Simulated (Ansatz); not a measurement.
Generalised stacking fault of KBr (rock salt) on the {100} plane. The cell below holds the perfect crystal with the plane normal along z; tilting its third vector by the shift puts one fault into each cell, between planes 3.30 Å apart, at fixed cell height.

```xyz
6
Lattice="4.6727 0.0000 0.0000 0.0000 4.6727 0.0000 2.3364 2.3364 9.9123" Properties=species:S:1:pos:R:3 pbc="T T T"
Br     1.9470     1.9470     8.2603
Br     1.9470     1.9470     1.6521
Br     4.2833     4.2833     4.9562
K      4.2833     4.2833     8.2603
K      4.2833     4.2833     1.6521
K      1.9470     1.9470     4.9562
```

In-plane vectors a = (4.673, 0.000) Å, b = (0.000, 4.673) Å, area 21.83 Å². The shift is s times the vector a + b (length 6.608 Å), so s = 1 restores the start. The shift is rigid: no atom relaxes. γ = [E(shift) − E(0)] / area.

These are r2SCAN (plane waves to 500 eV, PAW, scalar-relativistic; Ansatz, a program for electronic structure) values and carry that method's errors. k mesh 6×6×6 (Γ-centred), Fermi-Dirac smearing 0.05 eV. E is the zero-smearing estimate. Faults lie only 9.9 Å apart, and holding the cell height and the atoms raises γ above its relaxed value. KBr was relaxed with its symmetry unable to fall. The zero of γ is zero shift.

```csv
s,γ (mJ/m²)
0.000,0
0.083,24
0.167,103
0.250,243
0.333,419
0.417,575
0.500,639
0.583,575
0.667,419
0.750,243
0.833,103
0.917,24
```

**Question.** Does γ have a local minimum between the ends of the line, and at which s?

**Answer.** No computed point is one.

**Question.** By a periodic cubic spline through the points, what shear stress does the steepest rise of γ from s = 0 correspond to?

**Answer.** 3.3 GPa. A slope of 1 mJ/m² per Å is 0.01 GPa.

(The slope of γ gives the shear force per area between the displaced halves; near zero shift its curvature is an elastic stiffness.)
